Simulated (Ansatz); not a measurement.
Computed with DFT PBE, scalar-relativistic, plane waves, PAW in Ansatz. All cells share a 420 eV cutoff and Γ-centred k meshes spaced at most about 0.3 Å⁻¹ (about 0.25 or finer for metals, 2π included). Collinear spin in cells that started with moments and kept them past the coarse steps, no spin elsewhere.

All energies are static (0 K, no zero-point motion).

Two forms of HfMnN2 were relaxed alike.

A. (site moments Mn 0.9 μB)

```yaml
crystal:
  lattice:
    - [2.70470, -3.81099, 0.00000]
    - [2.70470, 3.81099, 0.00000]
    - [0.00000, 0.00000, 3.03282]
  atoms:
    - { symbol: Hf, position: [0.50000, 0.50000, 0.00000] }
    - { symbol: Mn, position: [0.00000, 0.00000, 0.00000] }
    - { symbol: N, position: [0.77850, 0.22150, 0.00000] }
    - { symbol: N, position: [0.22150, 0.77850, 0.00000] }
```

B. (site moments Mn 2.7; N 0.1 (×2) μB)

```yaml
crystal:
  lattice:
    - [-2.07153, 2.07153, 3.27584]
    - [2.07153, -2.07153, 3.27584]
    - [2.07153, 2.07153, -3.27584]
  atoms:
    - { symbol: Hf, position: [0.00000, 0.00000, 0.00000] }
    - { symbol: Mn, position: [0.50000, 0.50000, 0.00000] }
    - { symbol: N, position: [0.50000, 0.00000, 0.50000] }
    - { symbol: N, position: [0.00000, 0.50000, 0.50000] }
```

Problem. Which would you expect to be lower, and how large is the difference?

Solution. B is lower, by 1.09 eV/atom. A has space group Cmmm (No. 65), 15.6 Å³/atom and no gap on its mesh; B has space group I4/mmm (No. 139), 14.1 Å³/atom and no gap. Counting N atoms around Hf and Mn (those within 1.25 times the shortest such distance or 1.15 times the sum of covalent radii, 1.27 where that leaves under three), A has Hf 2, Mn 2 and B has Hf 4, Mn 4. The denser one is the lower, and pressure would at first widen the difference. In A, Hf has 2 N at 2.12 Å, 2 Mn at 2.70 Å and 2 Hf at 3.03 Å; around Mn lie 2 N at 1.69 Å and 2 Hf at 2.70 Å; N has 1 Mn at 1.69 Å and 1 Hf at 2.12 Å. In B, Hf is surrounded by 4 N at 2.07 Å, 4 Mn at 2.93 Å and 2 Mn at 3.28 Å; Mn has 4 N at 2.07 Å, 4 Hf at 2.93 Å and 2 Hf at 3.28 Å; N is surrounded by 2 Hf at 2.07 Å and 2 Mn at 2.07 Å. Both come from invented guesses.

Spin–orbit coupling, which can matter for Hf, is left out. The magnetic state reached may not be the lowest. Cells relaxed within their symmetry can be saddle points. Some types were kept out of the candidates beforehand, so the set may lack a known form.
